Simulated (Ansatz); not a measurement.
Relaxed-ion elastic tensor of GaCo (CsCl type, Pm-3m) in GPa (Voigt order), plane-wave PAW PBEsol (Ansatz code); density 9.33 g/cm³, 11.45 Å³ per atom.

```
248  177  177  0.0  0.0  0.0
177  248  177  0.0  0.0  0.0
177  177  248  0.0  0.0  0.0
0.0  0.0  0.0  123  0.0  0.0
0.0  0.0  0.0  0.0  123  0.0
0.0  0.0  0.0  0.0  0.0  123
```

Problem. Is the crystal mechanically stable?

Solution. Yes: the smallest eigenvalue of C is 70.4 GPa.

Problem. Work out the Voigt, Reuss and Hill averages.

Solution. K_V = 201, K_R = 201, K_H = 201; G_V = 87.8, G_R = 61.6, G_H = 74.7 GPa.

Problem. Give Young's modulus, Poisson's ratio, Pugh's ratio and the universal anisotropy index.

Solution. E = 9KG/(3K + G) = 199 GPa; ν = 0.33; K/G = 2.69 (ductile by the Pugh limit of 1.75); A_U = 5G_V/G_R + K_V/K_R − 6 = 2.13.

Problem. Estimate the sound speeds and the Debye temperature.

Solution. v_l = √((K + 4G/3)/ρ) = 5670 m/s, v_t = √(G/ρ) = 2830 m/s, mean 3180 m/s; Θ = (h/k)(3n/4πV)^(1/3) v_m = 419 K.

Problem. Give the Zener ratio and Young's modulus along [100], [110] and [111].

Solution. A = 2C44/(C11 − C12) = 3.49; 1/E = S11 − 2(S11 − S12 − S44/2)Γ with Γ = 0, 1/4, 1/3 gives 99.8, 202, 306 GPa.

Problem. Solve the Christoffel equation for the three sound speeds along [100], [110], [111].

Solution. Eigenvalues of C_ijkl n_j n_l equal ρv². In km/s, slowest first: [100] 3.63, 3.63, 5.15; [110] 1.94, 3.63, 5.99; [111] 2.63, 2.63, 6.25.

Symmetry was held in the PBEsol relaxation; of distortions, only those at the zone centre were tested. The workflow began spin-polarised and lost its moments. As this level gives no gap, shear constants depend on the k-mesh and smearing (Fermi–Dirac, 0.1 eV here).

Potentials: the later of the program's two PAW sets.
